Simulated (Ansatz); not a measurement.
Input and command of a calculation in Ansatz (plane waves; scalar-relativistic PAW potentials unless the input names others):

```yaml
crystal:
  lattice:
    - [0.0, 2.454822, 2.454822]
    - [2.454822, 0.0, 2.454822]
    - [2.454822, 2.454822, 0.0]
  atoms:
    - { symbol: Hf, position: [0.0, 0.0, 0.0] }
    - { symbol: "N", position: [0.75, 0.75, 0.75] }
basis:
  ecutwfc: "520 ev"
kpoints:
  mp_grid: { grid: [16, 16, 16] }
hamiltonian:
  xc: lda
scf:
  occupations: { method: gaussian, width: 0.15 }
  max_iter: 80
output:
  forces: true
  eigenvalues: true
  stress: true
```

```bash
ansatz run input.yaml --threads 1 --pin off --max-ram 2560MiB --backend cpu --events-out ev --progress --plain --runs-dir out
```

Question: Will this input run?

Answer: The program refuses it, because of a cutoff in the wrong unit (basis.ecutwfc: 420 → "520 ev"). With the sound run's settings it is accepted.

Abridged log:
```
Error: YAML parse error: error: line 10 column 12: unknown unit factor `ev` — a unit is read by its exact case: `eV` is a unit here, `ev` is not
  --> <input>:10:12
   |
 8 |     - { symbol: "N", position: [0.75, 0.75, 0.75] }
 9 | basis:
10 |   ecutwfc: "520 ev"
   |            ^ unknown unit factor `ev` — a unit is read by its exact case: `eV` is a unit here, `ev` is not
11 | kpoints:
12 |   mp_grid: { grid: [16, 16, 16] }
   |
```